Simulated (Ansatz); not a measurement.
AgW:
```
AgW
1.0
    2.66559     0.00000     0.00000
    0.00000     2.66559     0.00000
    0.00000     0.00000     4.55420
Ag W
1 1
Cartesian
  0.00000   0.00000   0.00000
  1.33280   1.33280   2.27710
```

Relaxed with r²SCAN.

Question: Map the electron localisation function on the plane through (0.000, 0.000, 0.000) spanned by u = [1, 0, 0] and v = [0, 1, 1] in lattice vectors, from the program Ansatz at the r²SCAN level (PAW).

Answer: x is the fraction of u, y of v (the angle between them is 90°; rows are the nearest grid lines); atoms in the plane: Ag at (0.00, 0.00), W at (0.50, 0.50).
```
y \ x   0.000  0.0625  0.188  0.250  0.375  0.438  0.562  0.625  0.750  0.812  0.938   1.00
------  -----  ------  -----  -----  -----  -----  -----  -----  -----  -----  -----  -----
1.00    0.867   0.827  0.618  0.515  0.251  0.174  0.174  0.251  0.515  0.618  0.827  0.867
0.923   0.682   0.658  0.521  0.421  0.207  0.178  0.178  0.207  0.421  0.521  0.658  0.682
0.846   0.389   0.375  0.280  0.228  0.222  0.255  0.255  0.222  0.228  0.280  0.375  0.389
0.769   0.211   0.216  0.258  0.280  0.283  0.275  0.275  0.283  0.280  0.258  0.216  0.211
0.692   0.385   0.364  0.231  0.178  0.185  0.218  0.218  0.185  0.178  0.231  0.364  0.385
0.615   0.404   0.350  0.243  0.353  0.655  0.709  0.709  0.655  0.353  0.243  0.350  0.404
0.538   0.421   0.379  0.534  0.703  0.559  0.261  0.261  0.559  0.703  0.534  0.379  0.421
0.462   0.421   0.379  0.534  0.703  0.559  0.261  0.261  0.559  0.703  0.534  0.379  0.421
0.385   0.404   0.350  0.243  0.353  0.655  0.709  0.709  0.655  0.353  0.243  0.350  0.404
0.308   0.385   0.364  0.231  0.178  0.185  0.218  0.218  0.185  0.178  0.231  0.364  0.385
0.231   0.211   0.216  0.258  0.280  0.283  0.275  0.275  0.283  0.280  0.258  0.216  0.211
0.154   0.389   0.375  0.280  0.228  0.222  0.255  0.255  0.222  0.228  0.280  0.375  0.389
0.0769  0.682   0.658  0.521  0.421  0.207  0.178  0.178  0.207  0.421  0.521  0.658  0.682
0.000   0.867   0.827  0.618  0.515  0.251  0.174  0.174  0.251  0.515  0.618  0.827  0.867
```

The density is the valence pseudo-density with augmentation charge, so density and ELF within about 1 Å of a nucleus are not all-electron values.

Space group P4/mmm (L1₀ or tetragonal B2). The start of the workflow was typed in or built on a structure type; neither database checked (COD, Materials Project) lists it. Whether it is the stable phase at ambient conditions was not checked. The cell was relaxed with r²SCAN under the symmetry of its start. At this level the phase is mechanically unstable. The run is not spin-polarised. Its formation energy is positive at this level, so the cell may be metastable or incomplete. Scalar-relativistic: spin–orbit coupling is off unless named, which matters more the heavier the elements.

Potentials: the later of the program's two PAW sets.
